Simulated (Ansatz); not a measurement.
Data:

Zn3N2:
```
Zn3N2
1.0
   -4.84414     4.84414     4.84414
    4.84414    -4.84414     4.84414
    4.84414     4.84414    -4.84414
Zn N
24 16
Direct
  0.27724   0.02611   0.04870
  0.72276   0.97389   0.95130
  0.47741   0.22854   0.45130
  0.52259   0.77146   0.54870
  0.22276   0.27146   0.74887
  0.77724   0.72854   0.25113
  0.02259   0.47389   0.75113
  0.97741   0.52611   0.24887
  0.04870   0.27724   0.02611
  0.95130   0.72276   0.97389
  0.45130   0.47741   0.22854
  0.54870   0.52259   0.77146
  0.74887   0.22276   0.27146
  0.25113   0.77724   0.72854
  0.75113   0.02259   0.47389
  0.24887   0.97741   0.52611
  0.02611   0.04870   0.27724
  0.97389   0.95130   0.72276
  0.22854   0.45130   0.47741
  0.77146   0.54870   0.52259
  0.27146   0.74887   0.22276
  0.72854   0.25113   0.77724
  0.47389   0.75113   0.02259
  0.52611   0.24887   0.97741
  0.73015   0.48015   0.25000
  0.26985   0.51985   0.75000
  0.76985   0.01985   0.75000
  0.23015   0.98015   0.25000
  0.25000   0.73015   0.48015
  0.75000   0.26985   0.51985
  0.75000   0.76985   0.01985
  0.25000   0.23015   0.98015
  0.48015   0.25000   0.73015
  0.51985   0.75000   0.26985
  0.01985   0.75000   0.76985
  0.98015   0.25000   0.23015
  0.50000   0.00000   0.00000
  0.50000   0.50000   0.50000
  0.00000   0.00000   0.50000
  0.00000   0.50000   0.00000
```

This is the PBEsol-relaxed structure.

### Question
All from DFT-PBEsol in the program Ansatz with PAW potentials, unless another level is named. Predict the Debye temperature from the elastic constants.

### Answer
457 K.

### Question
Give the elastic constants (relaxed ions, GPa).

### Answer
C11 = 216, C12 = 116, C44 = 72.1.

Space group Ia-3 (anti-bixbyite). The PBEsol relaxation kept the symmetry of its start. As this level gives no gap, shear constants depend on the k-mesh and smearing (Fermi–Dirac, 0.1 eV here).

Potentials: the later of the program's two PAW sets.
